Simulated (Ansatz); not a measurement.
**Two inputs for KIO3 with Rb replacing K**

This input was run with Ansatz:

```yaml
crystal:
  lattice:
    - [-6.3396, -3.6601697666, 2.6414]
    - [6.3396, -3.6601697666, 2.6414]
    - [0.0, 7.3203395332, 2.6414]
  atoms:
    - { symbol: Rb, position: [0.0093, 0.0093, 0.0093] }
    - { symbol: K, position: [0.5093, 0.5093, 0.0093] }
    - { symbol: K, position: [0.5093, 0.0093, 0.5093] }
    - { symbol: K, position: [0.0093, 0.5093, 0.5093] }
    - { symbol: I, position: [0.5, 0.5, 0.5] }
    - { symbol: I, position: [0.0, 0.0, 0.5] }
    - { symbol: I, position: [0.0, 0.5, 0.0] }
    - { symbol: I, position: [0.5, 0.0, 0.0] }
    - { symbol: O, position: [0.3257, 0.5442, 0.3257] }
    - { symbol: O, position: [0.8257, 0.0442, 0.3257] }
    - { symbol: O, position: [0.8257, 0.5442, 0.8257] }
    - { symbol: O, position: [0.3257, 0.0442, 0.8257] }
    - { symbol: O, position: [0.3257, 0.3257, 0.5442] }
    - { symbol: O, position: [0.8257, 0.8257, 0.5442] }
    - { symbol: O, position: [0.8257, 0.3257, 0.0442] }
    - { symbol: O, position: [0.3257, 0.8257, 0.0442] }
    - { symbol: O, position: [0.5442, 0.3257, 0.3257] }
    - { symbol: O, position: [0.0442, 0.8257, 0.3257] }
    - { symbol: O, position: [0.0442, 0.3257, 0.8257] }
    - { symbol: O, position: [0.5442, 0.8257, 0.8257] }
kpoints:
  mp_grid: { grid: [1, 1, 1] }
scf:
  occupations: { method: fermi_dirac, width: 0.01 }
hamiltonian:
  xc: pbe
  pseudopotentials: { kind: paw }
output:
  forces: true
  stress: true
  populations: true
  efg:
    quadrupole_moments_barn: { Rb: 0.1335, K: 0.0603, I: -0.68822, O: -0.02558 }
    contact_densities: true
```

```sh
ansatz run input.yaml --threads 1 --pin off --max-ram 2560MiB --backend cpu --events-out ev --progress --plain --runs-dir out
```

It converged. Of its output the block on the nuclei alone is shown, without the SCF iterations, energies, forces and stress (one atom of each set):

```
--- PAW observables at the nuclei: V_zz in 10²¹ V/m², potentials from the cell's mean, atoms counted from 1 ---
  atom   1  Rb V_zz =    +0.893165   η = 0.0000   by run symmetry: allowed   C_q = +2.8831 MHz
            electrostatic potential = -5306.478717 V   contact ρ = 361968.414571 e/Å³
  atom   2  K  V_zz =    +0.295098   η = 0.0887   by run symmetry: allowed   C_q = +0.4303 MHz
            electrostatic potential = -2066.036222 V   contact ρ = 34766.138382 e/Å³
  atom   5  I  V_zz =   -60.432457   η = 0.0000   by run symmetry: allowed   C_q = +1005.6617 MHz
            electrostatic potential = -8883.653472 V   contact ρ = 1603981.855433 e/Å³
  atom   6  I  V_zz =   -60.273315   η = 0.0042   by run symmetry: allowed   C_q = +1003.0134 MHz
            electrostatic potential = -8883.658140 V   contact ρ = 1603981.947863 e/Å³
  atom   9  O  V_zz =   +11.251642   η = 0.1144   by run symmetry: allowed   C_q = -6.9594 MHz
            electrostatic potential = -621.571025 V   contact ρ = 2159.915641 e/Å³
  atom  10  O  V_zz =   +11.268120   η = 0.0934   by run symmetry: allowed   C_q = -6.9696 MHz
            electrostatic potential = -621.579808 V   contact ρ = 2159.905863 e/Å³
  atom  11  O  V_zz =   +11.271521   η = 0.1296   by run symmetry: allowed   C_q = -6.9717 MHz
            electrostatic potential = -621.585788 V   contact ρ = 2159.897446 e/Å³
```

Problem. Can these gradients be trusted, and how do they compare with a run on standard settings?

Solution. Not as converged values. Against the standard input the change is `kpoints.mp_grid.grid`: [3, 3, 3] → [1, 1, 1]. A site carries the number of its first atom; V_zz in 10²¹ V/m².

```json
{"site": "Rb", "atom": "1", "V_zz standard": "0.78", "η standard": "0.00", "V_zz here": "0.89", "η here": "0.00"}
{"site": "K", "atom": "2", "V_zz standard": "0.26", "η standard": "0.07", "V_zz here": "0.30", "η here": "0.09"}
{"site": "I5", "atom": "5", "V_zz standard": "-51.8", "η standard": "0.00", "V_zz here": "-60.4", "η here": "0.00"}
{"site": "I6", "atom": "6", "V_zz standard": "-51.7", "η standard": "0.00", "V_zz here": "-60.3", "η here": "0.00"}
{"site": "O9", "atom": "9", "V_zz standard": "12.42", "η standard": "0.07", "V_zz here": "11.25", "η here": "0.11"}
{"site": "O10", "atom": "10", "V_zz standard": "12.43", "η standard": "0.05", "V_zz here": "11.27", "η here": "0.09"}
{"site": "O11", "atom": "11", "V_zz standard": "12.43", "η standard": "0.08", "V_zz here": "11.27", "η here": "0.13"}
```

The largest change of V_zz is on I5, from -51.8 to -60.4. In per cent, |V_zz| changes by +14 on Rb, +16 to +17 on I, -9 on O (all sites that start above 0.5). SCF iterations: 8 and 9. In the changed run the k-mesh is coarser than the standard one, so its values aren't converged ones.

On the reference run: The defect repeats with the cell of 20 atoms, so it feels its images: sites between two images don't show the values beside a lone defect, and zeros or small values of η there can come from the images' arrangement. I, K and O carry a gradient in the pure host already, so the values there aren't the defect's effect alone. Without spin–orbit coupling the gradients at and beside I can be off by some per cent, at some sites by more. The cell keeps the host's lattice, where the PBE pressure is 6 GPa. The neighbours have not yet relaxed around the defect (largest force 2.7 eV/Å), so a real crystal will differ.
